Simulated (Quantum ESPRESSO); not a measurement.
# Strain and stress in Al3Au3MoZr

Calculated results; nothing here was measured. They come from Quantum ESPRESSO 7.5, a public plane-wave density functional program. Each row is one single-point run on a made-up periodic cell of eight metal atoms, with elements, volume, strain and displacements drawn at random and not relaxed, so a cell may be unstable or far from any real phase. There is no spin polarisation or spin-orbit coupling.

Settings: PBE unless stated; PseudoDojo standard norm-conserving files; Fermi-Dirac width 0.25 eV, which means electrons at about 2900 K; cutoff 1088 eV; 8 x 5 x 3 k mesh shifted half a step off Gamma. E is the free energy of the whole cell (internal energy minus TS), so a -TS column is already part of it. Stress is positive in tension, and the pressure P is minus a third of its trace.

Checks: one run of this series was repeated at a higher cutoff and on a denser mesh, which moved values by no more than 0.002 eV, 0.11 GPa and 0.010 eV/Å, and a second program with other atomic files agreed on it to 2 % rms in force and 0.5 GPa in pressure. Known limits: heavy elements are run without spin-orbit coupling, which real alloys of them have; a spin test at this wide smearing found no moment, but such smearing suppresses magnetism that the real alloy may have.

The lattice is face-centred cubic, and the cell vectors in Å are (0.000, -2.083, -2.092); (-4.167, 2.083, -2.092); (6.250, 6.250, -4.185), a volume of 145.31 Å³ in run 5. The elements on sites 1 to 8 are Au Au Mo Al Au Zr Al Al. Each run adds a stretch e along z to one drawn cell, with the atoms carried along. E is counted from run 5.

| run | e (%) | s_xx (GPa) | s_yy (GPa) | s_zz (GPa) | s_xy (GPa) | P (GPa) | E (meV) |
|---|---|---|---|---|---|---|---|
| 1 | -2.47 | 1.19 | -0.87 | -0.89 | 0.69 | 0.19 | -32.0 |
| 2 | -2.12 | ? | ? | ? | ? | ? | ? |
| 3 | -1.52 | 2.26 | 0.20 | 0.54 | 0.74 | -1.00 | -33.6 |
| 4 | -0.66 | 3.17 | 1.11 | 1.77 | 0.79 | -2.02 | -24.7 |
| 5 | 0.43 | 4.24 | 2.19 | 3.25 | 0.85 | -3.23 | 0.0 |
| 6 | 0.89 | 4.66 | 2.62 | 3.84 | 0.87 | -3.71 | 14.7 |
| 7 | 1.57 | 5.27 | 3.23 | 4.70 | 0.91 | -4.40 | 40.8 |

## Worked fit

A parabola through the runs shown gives s_zz = 2.68 + 1.348 e - 0.039 e² GPa with e in per cent, an error of 0.001 on the linear term and a scatter of 0.00 GPa. The atoms are clamped and the cell is already under stress, so the slope belongs to this path and is not an elastic constant of a real alloy.

## Withheld run

Question: what s_zz should run 2 give?

The fit gives -0.35 ± 0.01 GPa. The calculation gave -0.36 GPa.
